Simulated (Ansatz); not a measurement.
ZnS:
```cif
data_S2Zn2
_chemical_formula_sum 'Zn2 S2'
_space_group_name_H-M_alt 'P63mc'
_space_group_IT_number 186
_space_group_name_Hall 'P 6c -2c'
_cell_length_a 3.80708
_cell_length_b 3.80708
_cell_length_c 6.24658
_cell_angle_alpha 90.000
_cell_angle_beta 90.000
_cell_angle_gamma 120.000
loop_
_atom_site_label
_atom_site_type_symbol
_atom_site_symmetry_multiplicity
_atom_site_Wyckoff_symbol
_atom_site_fract_x
_atom_site_fract_y
_atom_site_fract_z
_atom_site_occupancy
Zn1 Zn 2 b 0.33333 0.66667 0.00035 1
S1 S 2 b 0.33333 0.66667 0.37465 1
```

Relaxed with r²SCAN.

**Question.** Give the optical modes at the zone centre with their infrared and Raman activity from DFPT, r²SCAN in the plane-wave PAW code Ansatz.

**Answer.** Transverse frequencies, without the LO–TO term; a row sums one degenerate level.

```csv
ω (cm⁻¹),degeneracy,IR ((D/Å)²/amu),Raman (Å⁴/amu),activity,symmetry
72,2,0.00,0.11,Raman,E2
195,1,0.00,0,silent,B1
269,1,8.89,2.2,IR+Raman,A1
273,2,16.11,2.2,IR+Raman,E1
280,2,0.00,3.6,Raman,E2
338,1,0.00,0,silent,B1
```

**Question.** How high does the top mode go among those that the LO–TO term moves?

**Answer.** 340 cm⁻¹ for q along x, 340 cm⁻¹ for q along y, 341 cm⁻¹ for q along z.

Space group P6_3mc (wurtzite). The cell was relaxed with r²SCAN under the symmetry of its start.

Potentials: the earlier of the program's two PAW sets. The files were generated under PBE; for other functionals the program regenerates the frozen cores, and for LDA and PBEsol the local potential too.
